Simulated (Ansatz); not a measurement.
# Calculated with Ansatz: Lu2Bi2Te, relaxation

The command:

```bash
ansatz run input.yaml --threads 2 --pin off --max-ram 2560MiB --backend cpu --events-out ev --progress --plain --runs-dir out
```

The input file (Ansatz 0.2.0, plane waves):

```yaml
crystal:
  lattice:
    - [4.224678, 0.0, 0.0]
    - [-2.112339, 3.658685, 0.0]
    - [-2.112339, 1.219562, 9.809101]
  atoms:
    - { symbol: Bi, position: [0.39806, 0.60194, 0.19418] }
    - { symbol: Bi, position: [0.60194, 0.39806, 0.80582] }
    - { symbol: Lu, position: [0.2116, 0.7884, 0.6348] }
    - { symbol: Lu, position: [0.7884, 0.2116, 0.3652] }
    - { symbol: Te, position: [0.0, 0.0, 0.0] }
  symmetry: { tolerance: 0.0003 }
kpoints:
  mp_grid: { grid: [6, 6, 6], shift: [0, 0, 0] }
magnetization:
  spin_polarized: false
scf:
  occupations: { method: fermi_dirac, width: 0.0223 }
  lower_state_search: "off"
hamiltonian:
  pseudopotentials: { kind: paw }
  xc: r2scan
basis:
  ecutwfc: 500
  fft_grid_basis: typed
relax:
  max_steps: 40
  cell: { p_target: 5.0 }
output:
  forces: true
  stress: true
  eigenvalues: true
  bader: true
  populations: true
  elf: true
  write_potential: true
  volumetric_format: npy
  dos:
    e_range: [-12, 8]
    de: 0.05
    projected: { site_lists: { Bi: [Bi], Lu: [Lu], Te: [Te] } }
checkpoint:
  read: saved_state
```

Origin of the cell: a known structure type with other elements, at an estimated volume, so it need not be a known compound.

The saved state is a converged single point of the same cell.

Excerpt of the output:

```
SCF iter   1: F=-61303.203021 eV  HF=-61303.200076 eV  Δρ=1.16e-3  dr2=1.88e-3  dr2_τ=5.46e-4
SCF iter   2: F=-61303.203390 eV  HF=-61303.202988 eV  Δρ=7.62e-4  dr2=1.07e-3  dr2_τ=6.99e-5
SCF iter   3: F=-61303.203582 eV  HF=-61303.203575 eV  Δρ=2.09e-4  dr2=1.05e-4  dr2_τ=2.95e-6
SCF iter   4: F=-61303.203545 eV  HF=-61303.203621 eV  Δρ=1.12e-4  dr2=2.60e-5  dr2_τ=2.22e-6
SCF iter   5: F=-61303.203815 eV  HF=-61303.203814 eV  Δρ=6.18e-5  dr2=7.20e-6  dr2_τ=3.17e-7
SCF iter   6: F=-61303.203818 eV  HF=-61303.203818 eV  Δρ=2.18e-5  dr2=1.42e-6  dr2_τ=2.42e-8
SCF iter   7: F=-61303.203818 eV  HF=-61303.203818 eV  Δρ=7.72e-6  dr2=1.17e-7  dr2_τ=2.08e-9
SCF iter   8: F=-61303.203818 eV  HF=-61303.203818 eV  Δρ=2.53e-6  dr2=1.84e-8  dr2_τ=5.25e-10
relax step   1: F+E_penalty+E_count = -61303.203818 eV  Δ(F+E_penalty+E_count) = +0.000e0 eV  max|allowed force component| = 1.220e0 eV/Å  Δτ_max = 0.0000 Å  P = +6.419 GPa  Ω = 151.617 Å³  ( […]
relax step   2: F+E_penalty+E_count = -61303.482472 eV  Δ(F+E_penalty+E_count) = -2.787e-1 eV  max|allowed force component| = 3.319e-1 eV/Å  Δτ_max = 0.1948 Å  P = +3.339 GPa  Ω = 153.115 Å³ […]
relax step   3: F+E_penalty+E_count = -61303.458484 eV  Δ(F+E_penalty+E_count) = +2.399e-2 eV  max|allowed force component| = 2.935e-1 eV/Å  Δτ_max = 0.0057 Å  P = +4.528 GPa  Ω = 148.537 Å³ […]
relax step   4: F+E_penalty+E_count = -61303.436332 eV  Δ(F+E_penalty+E_count) = +2.215e-2 eV  max|allowed force component| = 3.631e-1 eV/Å  Δτ_max = 0.0547 Å  P = +5.524 GPa  Ω = 145.944 Å³ […]
relax step   5: F+E_penalty+E_count = -61303.480311 eV  Δ(F+E_penalty+E_count) = -4.398e-2 eV  max|allowed force component| = 3.451e-1 eV/Å  Δτ_max = 0.0671 Å  P = +6.105 GPa  Ω = 142.111 Å³ […]
relax step   6: F+E_penalty+E_count = -61303.572745 eV  Δ(F+E_penalty+E_count) = -9.243e-2 eV  max|allowed force component| = 6.336e-1 eV/Å  Δτ_max = 0.0691 Å  P = +6.808 GPa  Ω = 138.508 Å³ […]
relax step   7: F+E_penalty+E_count = -61303.588961 eV  Δ(F+E_penalty+E_count) = -1.622e-2 eV  max|allowed force component| = 7.963e-1 eV/Å  Δτ_max = 0.0516 Å  P = +7.932 GPa  Ω = 134.585 Å³ […]
relax step   8: F+E_penalty+E_count = -61303.896649 eV  Δ(F+E_penalty+E_count) = -3.077e-1 eV  max|allowed force component| = 4.811e-1 eV/Å  Δτ_max = 0.1150 Å  P = +6.024 GPa  Ω = 135.264 Å³ […]
relax step   9: F+E_penalty+E_count = -61303.937119 eV  Δ(F+E_penalty+E_count) = -4.047e-2 eV  max|allowed force component| = 5.313e-1 eV/Å  Δτ_max = 0.0651 Å  P = +6.253 GPa  Ω = 133.242 Å³ […]
relax step  10: F+E_penalty+E_count = -61303.850322 eV  Δ(F+E_penalty+E_count) = +8.680e-2 eV  max|allowed force component| = 1.479e0 eV/Å  Δτ_max = 0.1483 Å  P = +4.680 GPa  Ω = 134.840 Å³ […]
relax step  11: F+E_penalty+E_count = -61304.027816 eV  Δ(F+E_penalty+E_count) = -9.070e-2 eV  max|allowed force component| = 1.023e-1 eV/Å  Δτ_max = 0.0318 Å  P = +4.845 GPa  Ω = 134.796 Å³ […]
relax step  12: F+E_penalty+E_count = -61304.010367 eV  Δ(F+E_penalty+E_count) = +1.745e-2 eV  max|allowed force component| = 7.398e-2 eV/Å  Δτ_max = 0.0160 Å  P = +5.170 GPa  Ω = 134.044 Å³ […]
relax step  13: F+E_penalty+E_count = -61304.023215 eV  Δ(F+E_penalty+E_count) = -1.285e-2 eV  max|allowed force component| = 2.343e-2 eV/Å  Δτ_max = 0.0111 Å  P = +4.966 GPa  Ω = 134.429 Å³ […]
relax step  14: F+E_penalty+E_count = -61304.023414 eV  Δ(F+E_penalty+E_count) = -1.995e-4 eV  max|allowed force component| = 1.184e-3 eV/Å  Δτ_max = 0.0028 Å  P = +4.980 GPa  Ω = 134.431 Å³ […]
relax step  15: F+E_penalty+E_count = -61304.086417 eV  Δ(F+E_penalty+E_count) = -6.300e-2 eV  max|allowed force component| = 3.381e-3 eV/Å  Δτ_max = 0.0000 Å  P = +5.636 GPa  Ω = 134.431 Å³  stress off target by 1.96e0 GPa […]
relax step  16: F+E_penalty+E_count = -61304.123531 eV  Δ(F+E_penalty+E_count) = -3.711e-2 eV  max|allowed force component| = 5.163e-2 eV/Å  Δτ_max = 0.0052 Å  P = +5.182 GPa  Ω = 135.309 Å³ […]
relax step  17: F+E_penalty+E_count = -61304.133854 eV  Δ(F+E_penalty+E_count) = -1.032e-2 eV  max|allowed force component| = 1.986e-2 eV/Å  Δτ_max = 0.0066 Å  P = +5.020 GPa  Ω = 135.610 Å³ […]
relax step  18: F+E_penalty+E_count = -61304.135752 eV  Δ(F+E_penalty+E_count) = -1.899e-3 eV  max|allowed force component| = 1.320e-4 eV/Å  Δτ_max = 0.0018 Å  P = +5.004 GPa  Ω = 135.669 Å³ […]
relax step  19: F+E_penalty+E_count = -61304.136029 eV  Δ(F+E_penalty+E_count) = -2.771e-4 eV  max|allowed force component| = 2.218e-4 eV/Å  Δτ_max = 0.0000 Å  P = +5.005 GPa  Ω = 135.669 Å³  stress off target by 9.40e-3 GPa […]
SCF 19 converged in 8 iterations: F = -61304.136029 eV  dr2 = 5.50e-12
basis re-selected at this cell: Δ(F+E_penalty+E_count) = -2.771e-4 eV, ΔP = +0.001 GPa vs the last step (what re-selecting the basis moved, of the pressure what is left beyond the Pulay corre […]
SCF converged after 8 iterations
Free energy (F): -61304.136029 eV
Harris-Foulkes:  -61304.136029 eV  (|F-HF|=0.00e0)
Internal energy: -61304.124926 eV  (E = F + TS)
E sigma→0 (E₀):  -61304.130478 eV
Entropy (-TS):   -0.011103 eV (-2.221 meV/atom)
Fermi energy:    13.774657 eV
--- Per-component energies (eV) ---
  E_band       = -336.710952
  E_kinetic    = 1627.478228
  E_local      = -20180.820116  (includes V_loc(G=0)·N_el)
  E_nonlocal   = 1951.967443
  E_hartree    = 8737.481819
  E_xc         = -827.272738
  E_vxc        = -1011.389043  (∫ρ·V_xc dr)
  E_paw        = -40831.987215  (= ΣΔE_a)
  E_vpaw       = -259.446082  (= ΣTr[D̂ρ^β])
  E_aug_tail   = -0.000521  (compensation charges beyond the density's cutoff)
  E_vtau       = 60.535451  (kinetic-family band-sum trace: ∫τ·v_τ [+ j·A + Jᵃ·Aᵃ] dr)
  E_ewald      = -11784.362822
  E_core_change = 3.390996  (= ΣΔE_core)
  E_smearing   = -0.011103  (= −TS)
  Σ components = -61304.136029   (vs F -61304.136029, Δ=0.00e0)
--- Forces (eV/Å), atoms counted from 1 ---
  atom   1  Bi     0.000000     0.000000     0.000222
  atom   2  Bi     0.000000    -0.000000    -0.000222
  atom   3  Lu     0.000000     0.000000     0.000046
  atom   4  Lu     0.000000    -0.000000    -0.000046
  atom   5  Te     0.000000     0.000000     0.000000
  max |Σ_I F_I| component: 4.63e-17 eV/Å
--- Stress (GPa, compression-positive) ---
        5.003017       0.000000       0.000000
       -0.000000       5.003017       0.000000
        0.000000       0.000000       5.009404
  P = ⅓ Tr σ = 5.0051 GPa (50.051 kbar)
--- Relaxed structure (17 steps of the walk, 16 accepted, 2 SCFs on fresh bases) ---
  F+E_penalty+E_count = -61304.136029 eV   max|allowed force component| = 2.218e-4 eV/Å   (the final SCF, on the basis selected at the relaxed cell)
  cell:  # Å, volume = 135.6689 Å³
    - [3.421034, 0.0, 0.0]
    - [-1.710517, 2.962702, -5.033e-8]
    - [-1.710517, 0.987568, 13.385506]
  atoms:
    - { symbol: Bi, position: [0.402778, 0.597222, 0.208333] }
    - { symbol: Bi, position: [0.597222, 0.402778, 0.791667] }
    - { symbol: Lu, position: [0.200020, 0.799980, 0.600061] }
    - { symbol: Lu, position: [0.799980, 0.200020, 0.399939] }
    - { symbol: Te, position: [0.0, 0.0, -2.166e-19] }
--- Löwdin populations: 5 sites ---
  site symbol       q [e]
     0     Bi     14.9435
     1     Bi     14.9435
     2     Lu     24.9131
     3     Lu     24.9131
     4     Te     15.9660
  spilling = 0.003341 (of n_electrons = 96.000000)
--- Bader charges: 5 sites ---
  site symbol  charge [e]  shift [e] shared [e]
     0     Bi     -0.4045     0.0000    -0.4047
     1     Bi     -0.4045     0.0000    -0.4047
     2     Lu      0.5805     0.0000     0.4798
     3     Lu      0.5805     0.0000     0.4799
     4     Te     -0.1503     0.0000    -0.1503
  maxima off the nuclei: 2, with 0.2016 electrons
  on the straight line to a nucleus their density falls by 3.1e-3 of itself; PAW files or a low cutoff
  can make one that falls by little (a run on other files and one at a higher cutoff tell): if they did, read the shared
  charge, to which what the maxima have on the atom's side is counted
  estimated error of the sums over rays = 4.3e-4 e
```

The starting structure.

Space group R-3m (No. 166); the run's cell has a = 4.225 Å, b = 4.225 Å, c = 10.108 Å, α = 77.94°, β = 102.06°, γ = 120.00°. Shortest distances: Bi–Lu 2.96 Å, Bi–Te 3.09 Å, Lu–Lu 3.60 Å.

After:

Space group R-3m (No. 166); the run's cell has a = 3.421 Å, b = 3.421 Å, c = 13.530 Å, α = 82.74°, β = 97.26°, γ = 120.00°. Shortest distances: Bi–Lu 3.24 Å, Lu–Lu 3.33 Å, Bi–Te 3.42 Å, Bi–Bi 3.42 Å, Te–Te 3.42 Å.

| Quantity | Value |
| --- | --- |
| Enthalpy lowered by | 286.0 meV/atom |
| Volume change | -10.52 % |
| Final pressure | 5.01 GPa |
| Relaxation steps listed | 19 |
| Gap on the mesh | none (metal) |

Caveats: no spin-orbit coupling, though heavy elements are present; the k mesh is coarse if the cell is a metal; the relaxation held the start's symmetry, so the end may be a saddle point.

It ran for 9.7 min on 2 threads of Arm Neoverse V1, with other jobs on the host, peak memory 1 GiB, from a saved density.
